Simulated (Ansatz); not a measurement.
The relaxed structure here is a generated cell of ZnAu: the first start was made by a random draw of sites in a space group, and the end was not matched to a known phase here, so it may be hypothetical. Known forms of ZnAu include space group No. 221.

One stationary structure of ZnAu. Method: PBEsol (plane waves to 420 eV, PAW, scalar-relativistic; Ansatz, a first-principles code).

```xyz
6
Lattice="4.0828 -2.1403 0.0000 4.0828 2.1403 0.0000 -0.4647 0.0000 5.6544" Properties=species:S:1:pos:R:3 pbc="T T T"
Au    -0.2324     0.0000     2.8272
Au     6.2088     0.0000     4.9546
Au     1.4920     0.0000     0.6998
Zn     5.2858     0.0000     2.3142
Zn     2.4150     0.0000     3.3402
Zn     4.0828     0.0000     0.0000
```

**Question.** Find the space group and the Wyckoff positions (tolerance 0.01 Å).

**Answer.** Space group C2/m (No. 12); a = 8.1656 Å, b = 4.2806 Å, c = 5.6734 Å, α = γ = 90.00°, β = 94.70°

```json
[
 {"atom": "Au", "site": "2c", "symmetry": "2/m", "x": "0.5000", "y": "0.5000", "z": "0.5000"},
 {"atom": "Au", "site": "4i", "symmetry": "m", "x": "0.1898", "y": "0.0000", "z": "0.1238"},
 {"atom": "Zn", "site": "4i", "symmetry": "m", "x": "0.3294", "y": "0.0000", "z": "0.5907"},
 {"atom": "Zn", "site": "2b", "symmetry": "2/m", "x": "0.0000", "y": "0.5000", "z": "0.0000"}
]
```

**Question.** Give the shortest distances between elements (the closest pairs, up to four, under 3.6 Å).

**Answer.** Zn–Zn 2.61 Å; Au–Zn 2.63 Å; Au–Au 2.74 Å.

- Volume per atom: 16.47 Å³
- Band gap: zero (metallic)

No spin polarisation in the result.

The run could not lose the symmetry of its start, so the end can be a saddle point.
